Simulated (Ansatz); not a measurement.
**Run record: TaCo$_{3}$**

The cell (8 atoms) is TaCo$_{3}$ as an experimental structure (space group Pm-3m, primitive cell doubled). Source: COD entry 1525075, which need not be the ambient phase.

The calculation used DFT, r2SCAN, PAW, plane waves, scalar-relativistic (Ansatz development build ahead of 0.2.0).

Input:

```yaml
crystal:
  lattice:
    - [-3.67, 0.0, 0.0]
    - [0.0, -3.67, -3.67]
    - [0.0, -3.67, 3.67]
  atoms:
    - { symbol: Co, position: [0.0, 0.0, 0.5] }
    - { symbol: Co, position: [0.0, 0.5, 0.0] }
    - { symbol: Co, position: [0.5, 0.75, 0.25] }
    - { symbol: Co, position: [0.5, 0.25, 0.75] }
    - { symbol: Co, position: [0.5, 0.75, 0.75] }
    - { symbol: Co, position: [0.5, 0.25, 0.25] }
    - { symbol: Ta, position: [0.0, 0.0, 0.0] }
    - { symbol: Ta, position: [0.0, 0.5, 0.5] }
hamiltonian:
  xc: r2scan
  pseudopotentials: { kind: paw }
basis:
  ecutwfc: 500
kpoints:
  mp_grid: { grid: [5, 4, 4] }
scf:
  occupations: { method: fermi_dirac, width: 0.05 }
  lower_state_search: "off"
output:
  forces: true
  stress: true
  write_density: true
  write_potential: true
  elf: true
  volumetric_format: npy
```

The run was started with:
```sh
ansatz run input.yaml --threads 2 --pin off --max-ram 5120MiB --backend cpu --events-out ev --progress --plain --runs-dir out
```

Program output, abridged:

```
Pseudopotentials: kind: paw
Pseudopotential: Co, paw, valence charge 17, recommended cutoff 500 eV (meta_gga), Co.paw.azcp
Pseudopotential: Ta, paw, valence charge 13, recommended cutoff 500 eV (meta_gga), Ta.paw.azcp
Functional definition: r2SCAN
Crystal: 8 atoms, lattice volume = 98.862 Å³
Basis set: ecut = 500 eV, 2497 PW (Γ), exchange–correlation on 108×160×160 points (64 copies of the dense FFT grid, shifted against one another)
Bands: 77, of which v1, the nominal top of the filled ones, is band 64 counted from 1 (63 counted from 0)
Symmetry: 32 space group operations
Space group: Pm-3m (ITA 221), of the structure as read, at distance tolerance 4.6e-5 Å
k-points: 18 of 80
Non-local potential: Co, projectors of the file, l = 0: 3, l = 1: 2, l = 2: 3, l = 3: 1
Non-local potential: Ta, projectors of the file, l = 0: 3, l = 1: 2, l = 2: 2, l = 3: 1
PAW frozen core: Co, regenerated for the run's functional (the file was generated under x = pbe(κ = 0.804, μ = 0.2195149727645171), c = pbe(β = 0.06672455060314922))
PAW frozen core: Ta, regenerated for the run's functional (the file was generated under x = pbe(κ = 0.804, μ = 0.2195149727645171), c = pbe(β = 0.06672455060314922))
Initial density: superposition of atomic densities (neutral atoms: chi_scale 0, normalization atom), corrected by the library's trained network
Initial wavefunctions: pseudopotential atomic-orbital guess
Functional: x = r2scan, c = r2scan; τ floored in thin density (d = 2e-4 eV/Å³)
SCF iter   1: F=-50677.853765 eV  HF=-50677.909938 eV  |F-HF|=5.62e-2  |Δ(HF+E_count)|=         —  Δρ=2.41e-2  dr2=4.55e-1  dr2_τ=2.08e-1  ethr=1.77e-3  ⟨swp⟩=5.8  Hψ=4758  notcnv=0  defer=10
preconditioner: auto → Kerker (q_TF=auto, 2.848 Å⁻¹)  [metal: Δε(μ)=0.047 eV  Ē_g=4.601 eV  σ=0.050 eV  W_gap=0.23  n_scr=38 (ndim 8)  ℏωp=29.9 eV  f_vac=0.000  D(μ)=6.55/eV (n_scr^D=68)]
SCF iter   2: F=-50677.985488 eV  HF=-50678.165779 eV  |F-HF|=1.80e-1  |Δ(HF+E_count)|=   2.56e-1  Δρ=1.70e-2  dr2=1.65e-1  dr2_τ=1.35e-2  ethr=3.55e-4  ⟨swp⟩=2.7  Hψ=2483  notcnv=0  defer=44
SCF iter   3: F=-50677.997989 eV  HF=-50678.158090 eV  |F-HF|=1.60e-1  |Δ(HF+E_count)|=   7.69e-3  Δρ=1.55e-2  dr2=1.88e-1  dr2_τ=1.52e-3  ethr=1.29e-4  ⟨swp⟩=2.1  Hψ=2119  notcnv=0  defer=44
SCF iter   4: F=-50678.055519 eV  HF=-50678.155430 eV  |F-HF|=9.99e-2  |Δ(HF+E_count)|=   2.66e-3  Δρ=1.22e-2  dr2=1.15e-1  dr2_τ=1.46e-3  ethr=1.29e-4  ⟨swp⟩=2.0  Hψ=1695  notcnv=0  defer=44
SCF iter   5: F=-50678.142684 eV  HF=-50678.149504 eV  |F-HF|=6.82e-3  |Δ(HF+E_count)|=   5.93e-3  Δρ=3.85e-3  dr2=9.68e-3  dr2_τ=8.77e-4  ethr=8.99e-5  ⟨swp⟩=2.0  Hψ=1589  notcnv=0  defer=44
SCF iter   6: F=-50678.149156 eV  HF=-50678.150835 eV  |F-HF|=1.68e-3  |Δ(HF+E_count)|=   1.33e-3  Δρ=1.87e-3  dr2=2.30e-3  dr2_τ=5.84e-5  ethr=7.56e-6  ⟨swp⟩=2.1  Hψ=2046  notcnv=0  defer=43
SCF iter   7: F=-50678.150257 eV  HF=-50678.150922 eV  |F-HF|=6.65e-4  |Δ(HF+E_count)|=   8.75e-5  Δρ=1.17e-3  dr2=9.32e-4  dr2_τ=1.69e-5  ethr=1.80e-6  ⟨swp⟩=1.0  Hψ=1428  notcnv=0  defer=43
SCF iter   8: F=-50678.150888 eV  HF=-50678.150908 eV  |F-HF|=1.96e-5  |Δ(HF+E_count)|=   1.41e-5  Δρ=2.09e-4  dr2=3.41e-5  dr2_τ=1.42e-6  ethr=7.28e-7  ⟨swp⟩=1.3  Hψ=1503  notcnv=0  defer=43
SCF iter   9: F=-50678.150860 eV  HF=-50678.150873 eV  |F-HF|=1.28e-5  |Δ(HF+E_count)|=   3.50e-5  Δρ=1.42e-4  dr2=1.60e-5  dr2_τ=2.12e-7  ethr=2.67e-8  ⟨swp⟩=2.0  Hψ=1778  notcnv=0  defer=43
SCF iter  10: F=-50678.150869 eV  HF=-50678.150873 eV  |F-HF|=3.98e-6  |Δ(HF+E_count)|=   3.55e-7  Δρ=7.36e-5  dr2=4.30e-6  dr2_τ=1.27e-7  ethr=1.25e-8  ⟨swp⟩=1.4  Hψ=1391  notcnv=0  defer=43
SCF iter  11: F=-50678.150872 eV  HF=-50678.150873 eV  |F-HF|=1.01e-6  |Δ(HF+E_count)|=   4.08e-8  Δρ=3.91e-5  dr2=1.20e-6  dr2_τ=1.34e-8  ethr=3.36e-9  ⟨swp⟩=1.8  Hψ=1458  notcnv=0  defer=43
SCF iter  12: F=-50678.150873 eV  HF=-50678.150873 eV  |F-HF|=3.40e-7  |Δ(HF+E_count)|=   2.10e-8  Δρ=2.22e-5  dr2=3.83e-7  dr2_τ=1.30e-8  ethr=9.36e-10  ⟨swp⟩=1.0  Hψ=1343  notcnv=0  defer=43
SCF iter  13: F=-50678.150873 eV  HF=-50678.150873 eV  |F-HF|=2.82e-9  |Δ(HF+E_count)|=   1.54e-8  Δρ=2.61e-6  dr2=3.69e-9  dr2_τ=3.08e-10  ethr=7.81e-11  ⟨swp⟩=12.0  Hψ=9006  notcnv=0
SCF 1 converged in 13 iterations: F = -50678.150873 eV  dr2 = 3.69e-9
  greatest PAW one-centre occupation: 1.002 electrons in one spin orbital (limit 2), on the Co atom at site 1 (counted from 0), in its partial waves of l = 0
SCF converged after 13 iterations
Free energy (F): -50678.150873 eV
Harris-Foulkes:  -50678.150873 eV  (|F-HF|=2.82e-9)
Internal energy: -50678.096682 eV  (E = F + TS)
E sigma→0 (E₀):  -50678.123778 eV
Entropy (-TS):   -0.054191 eV (-6.774 meV/atom)
Fermi energy:    18.953610 eV
--- Per-component energies (eV) ---
  E_band       = -1772.248783
  E_kinetic    = 3469.286607
  E_local      = -19067.141706  (includes V_loc(G=0)·N_el)
  E_nonlocal   = 2759.303561
  E_hartree    = 8034.248496
  E_xc         = -1356.997858
  E_vxc        = -1827.664312  (∫ρ·V_xc dr)
  E_paw        = -25986.402426  (= ΣΔE_a)
  E_vpaw       = -3285.764838  (= ΣTr[D̂ρ^β])
  E_aug_tail   = 0.000372  (compensation charges beyond the density's cutoff)
  E_vtau       = 111.244157  (kinetic-family band-sum trace: ∫τ·v_τ [+ j·A + Jᵃ·Aᵃ] dr)
  E_ewald      = -18527.109932
  E_core_change = -3.283798  (= ΣΔE_core)
  E_smearing   = -0.054191  (= −TS)
  E_closure    = -0.000000  (closes the sum)
  Σ components = -50678.150873   (vs F -50678.150873, Δ=0.00e0)
--- Forces (eV/Å), atoms counted from 1 ---
  atom   1  Co    -0.00000000    -0.00000000    -0.00000000
  atom   2  Co    -0.00000000     0.00000000    -0.00000000
  atom   3  Co     0.00000000    -0.00000000    -0.00000000
  atom   4  Co     0.00000000    -0.00000000    -0.00000000
  atom   5  Co     0.00000000     0.00000000     0.00000000
  atom   6  Co     0.00000000     0.00000000     0.00000000
  atom   7  Ta    -0.00000000    -0.00000000     0.00000000
  atom   8  Ta    -0.00000000    -0.00000000    -0.00000000
  max |Σ_I F_I| component: 1.76e-28 eV/Å
--- Stress (GPa, compression-positive) ---
      -14.069781       0.000000       0.000000
        0.000000     -13.547546      -0.000000
        0.000000       0.000000     -13.547546
  P = ⅓ Tr σ = -13.7216 GPa (-137.216 kbar)
--- Band table (eV; the first three rows and the last of 18) ---
k-point 0: bands = ["-79.2806", "-79.2678", "-79.2525", "-79.2525", "-79.2505", "-79.2421", "-50.7701", "-50.7681", "-41.1677", "-41.1677", "-41.1677", "-41.1646", "-41.1227", "-41.1227", "-41.1074", "-41.1074", "-41.1048", "-41.0977", "-41.0977", "-41.0952", "-41.0535", "-41.0380", "-41.0058", "-40.9975", "-40.9975", "-40.9806", "-16.6808", "-16.6808", "-16.6099", "-16.6058", "-16.6058", "-16.6047", "9.8185", "13.7765", "13.7829", "14.3200", "14.8620", "14.9873", "15.0776", "15.0805", "15.0805", "15.3925", "15.3925", "16.5525", "16.5525", "16.6087", "16.7690", "16.8079", [...]
k-point 1: bands = ["-79.2789", "-79.2699", "-79.2520", "-79.2510", "-79.2506", "-79.2437", "-50.7700", "-50.7685", "-41.1647", "-41.1613", "-41.1575", "-41.1567", "-41.1308", "-41.1258", "-41.1210", "-41.1056", "-41.1041", "-41.0970", "-41.0921", "-41.0845", "-41.0476", "-41.0417", "-41.0127", "-41.0103", "-40.9966", "-40.9858", "-16.6748", "-16.6700", "-16.6218", "-16.6169", "-16.6093", "-16.6056", "10.2752", "13.2706", "14.0397", "14.0400", "14.7529", "15.1217", "15.2343", "15.2693", "15.2824", "15.3310", "15.8860", "16.0686", "16.2245", "16.3971", "16.6671", "16.7569", [...]
k-point 2: bands = ["-79.2745", "-79.2745", "-79.2512", "-79.2512", "-79.2473", "-79.2473", "-50.7695", "-50.7695", "-41.1575", "-41.1575", "-41.1439", "-41.1439", "-41.1369", "-41.1369", "-41.1207", "-41.1207", "-41.1013", "-41.1013", "-41.0724", "-41.0724", "-41.0483", "-41.0483", "-41.0234", "-41.0234", "-40.9930", "-40.9930", "-16.6533", "-16.6533", "-16.6436", "-16.6436", "-16.6075", "-16.6075", "11.5356", "11.5356", "14.6040", "14.6040", "14.7149", "14.7149", "15.4845", "15.4845", "15.6599", "15.6599", "15.7098", "15.7098", "15.8068", "15.8068", "16.9825", "16.9825", [...]
k-point 17: bands = ["-79.2684", "-79.2684", "-79.2525", "-79.2525", "-79.2519", "-79.2519", "-50.7682", "-50.7682", "-41.1746", "-41.1746", "-41.1234", "-41.1234", "-41.1213", "-41.1213", "-41.1035", "-41.1035", "-41.1012", "-41.1012", "-41.0974", "-41.0974", "-41.0533", "-41.0533", "-41.0381", "-41.0381", "-40.9885", "-40.9885", "-16.6824", "-16.6824", "-16.6729", "-16.6729", "-16.6108", "-16.6108", "14.1934", "14.1934", "14.3664", "14.3664", "15.5119", "15.5119", "15.7083", "15.7083", "16.4274", "16.4274", "16.4937", "16.4937", "16.5358", "16.5358", "16.5937", [...]
```

Among 8 converged runs of this cell from various starts and settings, this end is 37.8 meV/atom above the lowest found (ferrimagnetic, site moments Co1 0.83, Co2 0.83, Co3 0.89, Co4 0.89, Co5 0.89, Co6 0.89, Ta7 -0.33, Ta8 -0.33 μB, total 3.63 μB per cell, no gap on the k-mesh). Sign patterns typed on Co1 Co2 Co3 Co4 Co5 Co6: ++++++, ++--++, +--+-+; other orders that fit weren't typed.

r2SCAN tends to overstate moments and magnetic energies in itinerant metals. The mesh is too coarse to rank close states of a metal with certainty: differences of some tens of meV/atom may change, at times in sign.

The run took 17 s on 2 threads of Arm Neoverse V2, on a shared host, peak memory 0.64 GiB.
